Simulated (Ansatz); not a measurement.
LiH (rock salt)

```yaml
crystal:
  lattice:
    - [0.00000, 4.00712, 4.00712]
    - [2.00356, 2.00356, 4.00712]
    - [2.00356, 2.00356, 0.00000]
  atoms:
    - { symbol: H, position: [0.00000, 0.00000, 0.00000] }
    - { symbol: H, position: [0.50000, 0.00000, 0.00000] }
    - { symbol: Li, position: [0.00000, 0.50000, 0.50000] }
    - { symbol: Li, position: [0.50000, 0.50000, 0.50000] }
```

A phonon eigenvector at X = (0.5, 0.5, 0.0) is frozen into this cell: atom i moves by Q times the vector below, so Q is the largest atomic displacement, in Å. The cell is held. It is one choice among 2 degenerate patterns. (q is in reciprocal vectors of the primitive cell; the cell shown is doubled to hold the pattern.)

| atom | x | y | z |
|---|---|---|---|
| H1 | 0.000 | 1.000 | 0.000 |
| H2 | 0.000 | -1.000 | 0.000 |
| Li3 | 0.000 | 0.027 | 0.000 |
| Li4 | 0.000 | -0.027 | 0.000 |

These are PBE (plane waves to 420 eV, PAW, scalar-relativistic; Ansatz, a first-principles code) values and carry that method's errors. k mesh 14×14×14 (Γ-centred), Fermi-Dirac smearing 0.05 eV. E stands for the smeared free energy. LiH was relaxed with its symmetry unable to fall. ΔE is measured from the undisplaced structure.

```
Q (Å)   ΔE (eV/cell)
------  ------------
-0.180        0.0857
-0.120        0.0371
-0.060        0.0091
0.000         0.0000
0.060         0.0091
0.120         0.0371
0.180         0.0857
```

Which DFPT wavenumber at X = (0.5, 0.5, 0.0) belongs to this mode?
(A) 314 cm⁻¹
(B) 822 cm⁻¹
(C) 1033 cm⁻¹

B, 822 cm⁻¹. The curvature of the scan gives 822 cm⁻¹

(A displaced cell: forces are minus the slopes of the energy, force constants its curvatures, and phonons follow from these.)
